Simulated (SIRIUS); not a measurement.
Set-up for a self-consistent single point of WSe2 (P6_3/mmc, 6 atoms in the cell; from Materials Project mp-1821, changed as shown).

```
CELL_PARAMETERS angstrom
      3.33096     0.00000     0.00000
     -1.66548     2.88469     0.00000
      0.00000     0.00000    13.78283
ATOMIC_POSITIONS crystal
  W  0.66667 0.33333 0.75000
  W  0.33333 0.66667 0.25000
  Se 0.33333 0.66667 0.87100
  Se 0.66667 0.33333 0.12900
  Se 0.66667 0.33333 0.37100
  Se 0.33333 0.66667 0.62900
```

All values come from this method and carry its errors: PBE, GBRV PBE ultrasoft pseudopotentials (plane waves; SIRIUS).

SIRIUS settings:

parameters.ngridk: 6 6 2
parameters.xc_functionals: [XC_GGA_X_PBE, XC_GGA_C_PBE]
parameters.gk_cutoff: 6.325 1/bohr
parameters.pw_cutoff: 14.143 1/bohr
parameters.smearing: fermi_dirac
parameters.smearing_width: 0.00183747 Ha
potentials: GBRV PBE ultrasoft pseudopotentials
parameters.electronic_structure_method: pseudopotential
parameters.num_bands: 31
parameters.num_mag_dims: 0
parameters.num_dft_iter: 100
parameters.energy_tol: 1e-07 Ha
parameters.density_tol: 1e-06
mixer.type: broyden2
mixer.beta: 0.7
mixer.use_hartree: false

Results:

```
Quantity                                                  Value
------------------------------------------------  -------------
Number of valence electrons                                  52
Number of bands                                              31
Number of k-points after the program's reduction             14
Number of plane waves (most at a k-point)                  3842
Number of SCF iterations                                     29
FFT grid                                          32 × 32 × 120
Free energy E − TS                                -6706.6321 eV
Gap on the k-point mesh                                 1.22 eV
Pressure                                              -0.41 GPa
Largest force (vector length)                        0.122 eV/Å
```

Forces (eV/Å):
```tsv
atom	Fx	Fy	Fz
W1	0.000	0.000	0.000
W2	0.000	0.000	0.000
Se3	0.000	0.000	0.122
Se4	0.000	0.000	-0.122
Se5	0.000	0.000	0.122
Se6	0.000	0.000	-0.122
```

Stress (GPa, positive for compression):
```
-0.97   0.00   0.00
 0.00  -0.97   0.00
 0.00   0.00   0.69
```

The gap is read on the k-point mesh of the run and can differ from the gap over the whole zone at this level.

For comparison: a first run was changed to give this one (volume scaled by 1.01), and from it to this one the free energy drops by 1.5 meV/atom, the pressure goes from 0.85 to -0.41 GPa, the largest force goes from 0.289 to 0.122 eV/Å and the gap on the mesh stays at 1.223 eV.

Spin-orbit coupling is left out, which matters for bands and gaps with elements this heavy. The structure comes from a collection of computed structures, made at another level of theory; the collection holds predicted forms beside known ones.

Cost on one core: roughly 40 core-seconds.
